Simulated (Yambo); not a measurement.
# Ba$_{2}$SrWO$_{6}$: sweep of GW parameters

G0W0@PBEsol for Ba2SrWO6 (space group C2/m, No. 12) in Yambo. Reference settings: 2×2×2 Γ-centred k mesh, bands 2 to 314 and a 8 Ry block in the screening, 314 bands in G with the Bruneval-Gonze terminator, plasmon pole fitted at 27.2 eV. The PBEsol gap (0, 0, -0.5) → (-0.5, -0.5, 0) on this mesh is 2.73 eV; G0W0 gaps are taken between the same points.

```csv
change from the reference,"G0W0 gap (0, 0, -0.5) → (-0.5, -0.5, 0) (eV)",shift of the valence edge (eV),rough Yambo cost
reference settings,4.38,-0.54,1
"122 bands in W, 122 bands in G",4.52,-0.34,about 1/3
"204 bands in W, 204 bands in G",4.42,-0.47,about 1/2
122 bands in G,4.41,-0.52,–
204 bands in G,4.39,-0.54,–
149 bands in W,4.46,-0.42,within a factor of two
1 Ry block,5.81,-1.25,within a factor of two
7 Ry block,4.38,-0.52,within a factor of two
no random integration,4.31,-0.30,–
"204 bands in G, no terminator",4.42,-0.19,–
```

The reference isn't shown to be the converged limit. Costs are rough (shared machines), scaled to the same edge states, and given only for runs that recompute the screening.

Without spin-orbit coupling, band edges of such heavy elements can be off by tenths of an eV.

Geometry of the Materials Project entry, not relaxed at this level; primitive cell a = 6.116 Å, b = 6.116 Å, c = 6.214 Å, α = 119.69°, β = 119.69°, γ = 60.09°.

The structure is a Materials Project entry; no match was found in the copy of COD used, and its stability was not checked.

A shift is the quasiparticle energy of the state minus its PBEsol energy.
